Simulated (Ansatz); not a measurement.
Al3Pd2:
```
CELL_PARAMETERS angstrom
      4.20780     0.00000     0.00000
     -2.10390     3.64406     0.00000
      0.00000     0.00000     5.14528
ATOMIC_POSITIONS crystal
  Al 0.00000 0.00000 0.00000
  Al 0.33333 0.66667 0.64529
  Al 0.66667 0.33333 0.35471
  Pd 0.33333 0.66667 0.15554
  Pd 0.66667 0.33333 0.84446
```

Relaxed with PBEsol. Special points in fractions of this cell's reciprocal vectors: Γ (0.000, 0.000, 0.000); M (0.500, 0.000, 0.000); K (0.333, 0.333, 0.000); A (0.000, 0.000, 0.500); L (0.500, 0.000, 0.500); H (0.333, 0.333, 0.500).

Q: List the band energies nearest the Fermi level at these points for the program Ansatz at the PBEsol level (PAW).

A: In eV from the Fermi level; about four levels below and three above (degenerate sets whole), none deeper than 8.9 eV; points with the same levels are listed once.

```
k                    below           above
-  -----------------------  --------------
Γ  -2.89 -2.89 -2.05 -1.97  1.44 1.44 3.34
M  -2.79 -1.92 -1.87 -1.25  1.48 2.17 2.76
K  -3.39 -3.39 -0.81 -0.81  1.14 2.57 2.57
A  -3.32 -3.32 -2.99 -2.99  2.54 2.54 2.55
L  -3.04 -2.81 -1.69 -0.22  1.69 2.09 3.64
H  -2.42 -2.16 -2.16 -0.21  5.01 6.30 6.30
```

Space group P-3m1 (La2O3 or Ni2Al3 type). The first step of the workflow began from a Materials Project structure, measured or hypothetical; the Crystallography Open Database copy checked does not list it. Its standing as an ambient phase is unchecked. Symmetry was held in the PBEsol relaxation; whether a distortion lowers the energy is not shown. The run is not spin-polarised. Scalar-relativistic: spin–orbit coupling is off unless named, which matters more the heavier the elements.

Potentials: the later of the program's two PAW sets.
